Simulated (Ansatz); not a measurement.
AlRu:
```xyz
2
Lattice="3.0040 0.0000 0.0000 0.0000 3.0040 0.0000 0.0000 0.0000 3.0040" Properties=species:S:1:pos:R:3 pbc="T T T"
Ru     0.0000     0.0000     0.0000
Al     1.5020     1.5020     1.5020
```

Relaxed with PBE. Special points in fractions of this cell's reciprocal vectors: Γ (0.000, 0.000, 0.000); X (0.000, 0.500, 0.000); M (0.500, 0.500, 0.000); R (0.500, 0.500, 0.500).

List the band energies nearest the Fermi level at these points for PBE with spin–orbit coupling in the plane-wave PAW code Ansatz.

In eV from the Fermi level; about four levels below and three above (degenerate sets whole), none deeper than 8.9 eV; points with the same levels are listed once.

```tsv
k	below	above
Γ	-3.53 -3.53 -3.53 -3.53	0.08 0.08 0.08 0.08
X	-1.66 -1.66 -1.54 -1.54	0.41 0.41 2.23 2.23
M	-1.22 -1.22 -1.11 -1.11	1.48 1.48 5.21 5.21
R	-4.61 -4.61 -4.61 -4.61 -4.52 -4.52	1.57 1.57 1.57 1.57
```

Space group Pm-3m (CsCl type). The PBE relaxation kept the symmetry of its start. No spin polarisation was allowed.

Potentials: the later of the program's two PAW sets.
